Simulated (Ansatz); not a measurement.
Relaxed-ion elastic tensor of AlBO3 in space group R-3c (No. 167; Al on 6b, B on 6a, O on 18e) in GPa (Voigt order), r²SCAN in the plane-wave PAW code Ansatz; density 3.60 g/cm³, 7.91 Å³ per atom.

```
  534    150   93.5   24.2    0.0    0.0
  150    534   93.5  -24.2    0.0    0.0
 93.5   93.5    354    0.0    0.0    0.0
 24.2  -24.2    0.0    120    0.0    0.0
  0.0    0.0    0.0    0.0    120   24.2
  0.0    0.0    0.0    0.0   24.2    192
```

Problem. Is the crystal mechanically stable?

Solution. Yes: the smallest eigenvalue of C is 113 GPa.

Problem. Work out the Voigt, Reuss and Hill averages.

Solution. K_V = 233, K_R = 221, K_H = 227; G_V = 159, G_R = 147, G_H = 153 GPa.

Problem. Give Young's modulus, Poisson's ratio, Pugh's ratio and the universal anisotropy index.

Solution. E = 9KG/(3K + G) = 375 GPa; ν = 0.22; K/G = 1.48 (brittle by the Pugh limit of 1.75); A_U = 5G_V/G_R + K_V/K_R − 6 = 0.45.

Problem. Estimate the sound speeds and the Debye temperature.

Solution. v_l = √((K + 4G/3)/ρ) = 10900 m/s, v_t = √(G/ρ) = 6520 m/s, mean 7220 m/s; Θ = (h/k)(3n/4πV)^(1/3) v_m = 1080 K.

Problem. How much does each axis shrink under pressure?

Solution. Linear compressibilities β_i = Σ_j S_ij (j = 1 to 3): x 1.2, y 1.2, z 2.2 per TPa.

The workflow started from a Materials Project entry (that database holds measured and hypothetical structures alike); the Crystallography Open Database files this formula in space group No. 167, but the cells were not matched. Its standing as an ambient phase is unchecked. The cell was relaxed with r²SCAN under the symmetry of its start; its stability against distortions is not shown here.

Potentials: the later of the program's two PAW sets.
